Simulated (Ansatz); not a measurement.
Starting cell, LaTiO₃ (cubic perovskite):

```yaml
crystal:
  lattice:
    - [7.74431, 0.00000, 0.00000]
    - [3.87216, 3.87216, 0.00000]
    - [0.00000, 0.00000, 3.87216]
  atoms:
    - { symbol: La, position: [0.00000, 0.00000, 0.00000] }
    - { symbol: La, position: [0.50000, 0.00000, 0.00000] }
    - { symbol: Ti, position: [0.00000, 0.50000, 0.50000] }
    - { symbol: Ti, position: [0.50000, 0.50000, 0.50000] }
    - { symbol: O, position: [0.75000, 0.50000, 0.50000] }
    - { symbol: O, position: [0.25000, 0.50000, 0.50000] }
    - { symbol: O, position: [0.25000, 0.00000, 0.50000] }
    - { symbol: O, position: [0.75000, 0.00000, 0.50000] }
    - { symbol: O, position: [0.00000, 0.50000, 0.00000] }
    - { symbol: O, position: [0.50000, 0.50000, 0.00000] }
```

The atoms are displaced by Q × the pattern below (from a DFPT mode at M = (0.5, 0.5, 0.0), largest move 1; Q in Å), at fixed cell. (q is in reciprocal vectors of the primitive cell; the cell shown is doubled to hold the pattern.)

```json
[
 {"atom": "O5", "x": "0.000", "y": "1.000", "z": "0.000"},
 {"atom": "O6", "x": "0.000", "y": "-1.000", "z": "0.000"},
 {"atom": "O7", "x": "-1.000", "y": "0.000", "z": "0.000"},
 {"atom": "O8", "x": "1.000", "y": "0.000", "z": "0.000"}
]
```

Atoms not listed stay in place.

These are LDA (plane waves to 420 eV, PAW, scalar-relativistic; Ansatz, an electronic-structure program) values and carry that method's errors. k mesh 12×12×12 (Γ-centred), Fermi-Dirac smearing 0.05 eV. Energies are smeared free energies. With partly filled bands, energies and forces of such displacements shift with the k mesh and the smearing. LaTiO3 is run without spin polarisation and with no Hubbard U. LaTiO3 was relaxed with its symmetry unable to fall. This is one of several known forms of LaTiO3; the measured ambient cells at hand have space group No. 62. ΔE is measured from the undisplaced structure. The last digit holds for this mesh only.

| Q (Å) | ΔE (meV/cell) |
|---|---|
| -0.660 | 882.7 |
| -0.550 | 218.9 |
| -0.440 | -70.7 |
| -0.330 | withheld |
| -0.220 | -87.5 |
| -0.110 | -24.3 |
| 0.000 | 0.0 |
| 0.110 | -24.3 |
| 0.220 | -87.5 |
| 0.330 | withheld |
| 0.440 | -70.7 |
| 0.550 | 218.9 |
| 0.660 | 882.7 |

Fit an even polynomial form (powers 2, 4, 6) to the given rows and predict ΔE at Q = -0.330.

Least squares on the 11 given rows: ΔE = (-2309)·Q² + (10160)·Q⁴ + (-472.8)·Q⁶, in meV/cell with Q in Å; root-mean-square residual 1.10 meV/cell. At -0.330 the fit gives -131.6 meV/cell; the calculation gives -133.2 meV/cell, so the interpolation is off by 1.6 (+1.2 %). The quadratic term alone would give -251.5 meV/cell: it is negative, as the undisplaced cell is unstable along this move.

(For displaced atoms, the force is minus the slope of the energy, and its curvature is a force constant, which sets phonon frequencies.)
